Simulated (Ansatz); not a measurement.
Values for one crystal, relaxed and computed with r²SCAN (plane waves, PAW; program Ansatz); other levels are named.

| Property | Value |
|---|---|
| Volume per atom | 18.54 Å³ |
| Electronic character | metallic (no gap) |
| Density of states at the Fermi level | 0.15 states/eV per atom (mean over ±0.08 eV) |
| Formation energy from the elements (no fitted shifts) | -682 meV/atom |

Pick the material that matches.
A. Y4Ga12Pt, Im-3m (Y on 8c, Ga on 12e, Ga on 12d, Pt on 2a)
B. Ni3Pt, Cu3Au type
C. GaCo, CsCl type
D. Y2Pt, Pnma (Y on 4c, Y on 4c, Pt on 4c)

A, Y4Ga12Pt, Im-3m (Y on 8c, Ga on 12e, Ga on 12d, Pt on 2a)

The workflow started from a Materials Project entry (that database holds measured and hypothetical structures alike); the Crystallography Open Database copy checked does not list it. Whether it is the stable phase at ambient conditions was not checked. Symmetry was held in the r²SCAN relaxation; its stability against distortions is not shown here. The run is not spin-polarised. The references are the lowest solids computed at this level, not always the standard phases. Scalar-relativistic: spin–orbit coupling is off unless named, which matters more the heavier the elements.

Potentials: the later of the program's two PAW sets.
